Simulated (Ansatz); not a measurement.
CdS:
```yaml
crystal:
  lattice:
    - [4.16414, 0.00000, 0.00000]
    - [-2.08207, 3.60625, 0.00000]
    - [0.00000, 0.00000, 6.76581]
  atoms:
    - { symbol: Cd, position: [0.66667, 0.33333, 0.00108] }
    - { symbol: Cd, position: [0.33333, 0.66667, 0.50108] }
    - { symbol: S, position: [0.66667, 0.33333, 0.62412] }
    - { symbol: S, position: [0.33333, 0.66667, 0.12412] }
```

Relaxed with r²SCAN. Special points in fractions of this cell's reciprocal vectors: Γ (0.000, 0.000, 0.000); M (0.500, 0.000, 0.000); K (0.333, 0.333, 0.000); A (0.000, 0.000, 0.500); L (0.500, 0.000, 0.500); H (0.333, 0.333, 0.500).

**Question.** List the band energies nearest the valence-band maximum at these points for r²SCAN with spin–orbit coupling in the plane-wave PAW code Ansatz.

**Answer.** In eV from the valence-band maximum; about four levels below and three above (degenerate sets whole), none deeper than 8.9 eV; points with the same levels are listed once.

```json
[
 {"k": "Γ", "below": "-0.01 -0.01 0.00 0.00", "above": "1.62 1.62 3.21 3.21"},
 {"k": "M", "below": "-1.27 -1.27 -0.75 -0.75", "above": "4.13 4.13 4.25 4.25"},
 {"k": "K", "below": "-1.82 -1.82 -1.79 -1.63 -1.63", "above": "4.95 4.95 5.50"},
 {"k": "A", "below": "-0.38 -0.38 -0.38 -0.38", "above": "3.25 3.25 3.25 3.25"},
 {"k": "L", "below": "-1.30 -1.30 -1.30 -1.30", "above": "3.87 3.87 3.87 3.87"},
 {"k": "H", "below": "-1.11 -1.11 -1.10 -1.10", "above": "4.82 4.82 4.86 4.86"}
]
```

Space group P6_3mc (wurtzite). The cell was relaxed with r²SCAN under the symmetry of its start; phonons on a q-mesh show no instability.

Potentials: the later of the program's two PAW sets.
